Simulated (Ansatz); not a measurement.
## LiZn

The computed numbers are results of PBEsol, scalar-relativistic (no spin polarisation) in the plane-wave PAW code Ansatz at 420 eV, Γ-centred 8×8×8 mesh, 0.05 eV Gaussian smearing; PAW files: Ansatz's generated set soft_2.

Space group Fd-3m:1 (No. 227). a = 6.050 Å, b = 6.050 Å, c = 6.050 Å, α = 90.00°, β = 90.00°, γ = 90.00°
```
atom  site  symmetry       x       y       z
  Li    8a      -43m  0.5000  0.0000  0.5000
  Zn    8b      -43m  0.0000  0.0000  0.5000
```

The chain of runs began from a cell as deposited in COD, expanded in volume.

Cell and atoms are those of this level's equilibrium.

The run used a cell of 4 atoms; the mesh refers to it.

```json
{
  "Volume": "13.84 Å³/atom",
  "Band gap": "zero (metallic)",
  "Density of states at the Fermi level": "0.31 states/(eV·atom)",
  "Bulk modulus (Birch–Murnaghan)": "49 GPa",
  "Pressure derivative B0′": "4.3"
}
```

(1) Fill in the formation energy from the elements (0 K, uncorrected) (PBEsol).

Answer:

(1) -0.20 eV/atom.

**The experiment.** The Crystallography Open Database holds a cell as deposited of cubic LiZn (space group Fd-3m), temperature not stated (1979): a = 6.234 Å, 15.14 Å³/atom.

**Comparison.** The computed cell (6.050 Å, 13.84 Å³/atom) differs from the database's by −8.6 % in volume, about −2.9 % in length. That is a large miss for PBEsol, or the entry is off.
